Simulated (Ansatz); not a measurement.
MoP in space group I4_1md (No. 109; Mo on 4a, P on 4a) at seven volumes, plane-wave PAW PBE (Ansatz code), shape and atoms relaxed at each. One row is withheld.

```
V (Å³/atom)  P (GPa)
-----------  -------
13.253         25.40
13.690         15.53
14.127          7.14
14.564          0.00
15.001         -6.06
15.438             ?
15.875        -15.56
```

**Question.** Fit the shown pressures and predict the withheld one.

**Answer.** P = (3/2)B₀(x^(7/2) − x^(5/2))[1 + (3/4)(B′ − 4)(x − 1)] with x = (V₀/V)^(2/3). Least squares on the six rows gives V₀ = 14.565 Å³/atom, B₀ = 218 GPa, B′ = 4.42. At V = 15.438, x = 0.9619 and P = -11.16 GPa. The run itself gave -11.21 GPa.

The cell is a constructed one: a structure type filled with these elements; neither database checked (COD, Materials Project) lists it. COD files the formula under space group No. 187, so this cell is another polymorph or a model. Its standing as an ambient phase is unchecked. Symmetry was held in the PBE relaxation; its stability against distortions is not shown here. No spin polarisation was allowed.

Potentials: the later of the program's two PAW sets.
